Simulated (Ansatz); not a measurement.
Te₂Mo:
```cif
data_Mo2Te4
_chemical_formula_sum 'Te4 Mo2'
_space_group_name_H-M_alt 'P63/mmc'
_space_group_IT_number 194
_space_group_name_Hall '-P 6c 2c'
_cell_length_a 3.56350
_cell_length_b 3.56350
_cell_length_c 14.73762
_cell_angle_alpha 90.000
_cell_angle_beta 90.000
_cell_angle_gamma 120.000
loop_
_atom_site_label
_atom_site_type_symbol
_atom_site_symmetry_multiplicity
_atom_site_Wyckoff_symbol
_atom_site_fract_x
_atom_site_fract_y
_atom_site_fract_z
_atom_site_occupancy
Te1 Te 4 f 0.66667 0.33333 0.12856 1
Mo1 Mo 2 c 0.33333 0.66667 0.25000 1
```

Relaxed with r²SCAN.

Which orbitals make up the states near the band edges in r²SCAN in the plane-wave PAW code Ansatz?

Top 1 eV of the valence band: Mo 4d 60 %, Te 5p 36 %. Bottom 1 eV of the conduction band: Mo 4d 67 %, Te 5p 26 %. Projections are on Löwdin-orthogonalised atomic valence shells; empty p or d shells of many metals are not among them.

Tabulate the density of states.

States/eV per cell of 6 atoms, in 0.25 eV bins, energy from the valence-band maximum.

| E (eV) | total | Te 5p | Mo 4d | Mo 5s |
|---|---|---|---|---|
| -7.85 | 0.00 | 0.00 | 0.00 | 0.00 |
| -7.60 | 0.00 | 0.00 | 0.00 | 0.00 |
| -7.35 | 0.00 | 0.00 | 0.00 | 0.00 |
| -7.10 | 0.00 | 0.00 | 0.00 | 0.00 |
| -6.85 | 0.00 | 0.00 | 0.00 | 0.00 |
| -6.60 | 0.00 | 0.00 | 0.00 | 0.00 |
| -6.35 | 0.00 | 0.00 | 0.00 | 0.00 |
| -6.10 | 0.00 | 0.00 | 0.00 | 0.00 |
| -5.85 | 0.00 | 0.00 | 0.00 | 0.00 |
| -5.60 | 1.17 | 0.85 | 0.16 | 0.11 |
| -5.35 | 2.36 | 1.68 | 0.37 | 0.19 |
| -5.10 | 3.13 | 2.18 | 0.58 | 0.23 |
| -4.85 | 5.27 | 3.58 | 1.20 | 0.28 |
| -4.60 | 7.45 | 5.14 | 1.96 | 0.10 |
| -4.35 | 3.78 | 2.52 | 1.06 | 0.04 |
| -4.10 | 1.90 | 1.33 | 0.44 | 0.03 |
| -3.85 | 2.97 | 1.99 | 0.63 | 0.11 |
| -3.60 | 6.42 | 4.12 | 1.53 | 0.22 |
| -3.35 | 6.82 | 4.21 | 1.85 | 0.19 |
| -3.10 | 3.99 | 2.56 | 1.18 | 0.06 |
| -2.85 | 6.17 | 3.82 | 2.05 | 0.05 |
| -2.60 | 6.27 | 3.26 | 2.80 | 0.04 |
| -2.35 | 4.15 | 2.07 | 1.93 | 0.03 |
| -2.10 | 3.44 | 1.69 | 1.61 | 0.02 |
| -1.85 | 7.71 | 4.31 | 3.02 | 0.03 |
| -1.60 | 7.74 | 4.56 | 2.82 | 0.02 |
| -1.35 | 7.16 | 3.94 | 2.92 | 0.04 |
| -1.10 | 5.80 | 3.28 | 2.26 | 0.04 |
| -0.85 | 4.03 | 1.51 | 2.34 | 0.03 |
| -0.60 | 7.01 | 2.68 | 4.06 | 0.04 |
| -0.35 | 5.84 | 2.08 | 3.51 | 0.06 |
| -0.10 | 1.43 | 0.28 | 1.09 | 0.01 |
| 0.15 | 0.00 | 0.00 | 0.00 | 0.00 |
| 0.40 | 0.00 | 0.00 | 0.00 | 0.00 |
| 0.65 | 0.00 | 0.00 | 0.00 | 0.00 |
| 0.90 | 0.00 | 0.00 | 0.00 | 0.00 |
| 1.15 | 2.22 | 0.48 | 1.59 | 0.06 |
| 1.40 | 7.42 | 1.64 | 5.43 | 0.10 |
| 1.65 | 7.86 | 2.00 | 5.38 | 0.19 |
| 1.90 | 8.03 | 2.51 | 4.95 | 0.13 |
| 2.15 | 4.96 | 2.01 | 2.56 | 0.04 |
| 2.40 | 7.09 | 3.11 | 3.42 | 0.02 |
| 2.65 | 4.26 | 2.10 | 1.80 | 0.01 |
| 2.90 | 3.13 | 1.67 | 1.19 | 0.01 |
| 3.15 | 2.51 | 1.43 | 0.88 | 0.01 |
| 3.40 | 6.68 | 3.65 | 2.53 | 0.01 |
| 3.65 | 4.05 | 2.11 | 1.61 | 0.02 |
| 3.90 | 3.68 | 1.77 | 1.48 | 0.05 |
| 4.15 | 2.04 | 0.86 | 0.84 | 0.08 |
| 4.40 | 0.77 | 0.15 | 0.11 | 0.30 |
| 4.65 | 1.21 | 0.14 | 0.05 | 0.51 |
| 4.90 | 1.61 | 0.17 | 0.08 | 0.52 |
| 5.15 | 1.67 | 0.18 | 0.08 | 0.50 |
| 5.40 | 1.61 | 0.18 | 0.07 | 0.48 |
| 5.65 | 1.07 | 0.12 | 0.04 | 0.31 |

Space group P6_3/mmc. The r²SCAN relaxation kept the symmetry of its start. The run is not spin-polarised. A crystal of weakly bound layers computed without a dispersion correction: the cell and the soft elastic constants depend strongly on that. Spin–orbit coupling is left out wherever it is not named.

Potentials: the later of the program's two PAW sets.
